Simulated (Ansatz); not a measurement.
Computed with DFT PBE, scalar-relativistic, plane waves, PAW in Ansatz. Settings: cutoff 420 eV, Γ-centred meshes spaced at most about 0.3 Å⁻¹, and about 0.25 Å⁻¹ or finer for metals (2π included), Gaussian smearing. No spin polarisation in the final relaxations.

These are static total energies at zero pressure.

Two relaxed structures of Bi3S:

A.

```xyz
4
Lattice="0.0000 3.8018 3.8018 3.8018 0.0000 3.8018 3.8018 3.8018 0.0000" Properties=species:S:1:pos:R:3 pbc="T T T"
Bi    1.9009    1.9009    1.9009
Bi    5.7027    5.7027    5.7027
Bi    3.8018    3.8018    3.8018
S     0.0000    0.0000    0.0000
```

B.

```xyz
4
Lattice="3.6252 0.0000 0.0000 -1.8126 3.1395 0.0000 0.0000 0.0000 9.9103" Properties=species:S:1:pos:R:3 pbc="T T T"
Bi    1.8126    1.0465    0.0000
Bi    0.0000    0.0000    7.0357
Bi    0.0000    0.0000    2.8745
S     1.8126    1.0465    4.9551
```

Problem. Which is lower in energy, and by how much?

Solution. B is lower, by 86 meV/atom. A has the BiF3 (D0_3) type, space group Fm-3m (No. 225), 27.5 Å³/atom and no gap on its mesh; B has space group P-6m2 (No. 187), 28.2 Å³/atom and no gap. Counting Bi atoms around S (those within 1.25 times the shortest such distance or 1.15 times the sum of covalent radii, 1.27 where that leaves under three; a plus sign parts nearer from farther groups; the shortest distance is added where it exceeds 1.18 times the sum of covalent radii), A has S 8+6 from 3.3 Å and B has S 6. Even the lower one lies +0.06 eV/atom against the reference forms of the elements (uncorrected), so neither is stable at this level. Both come from invented guesses.

These runs have no spin–orbit coupling, which can matter for Bi. In Fm-3m, P-6m2 an odd number of electrons in the primitive cell allows no gap without spin; a larger cell or a magnetic state could open one. A magnetic state wasn't ruled out in cells without spin, among them Fm-3m. Cells relaxed within their symmetry can be saddle points.
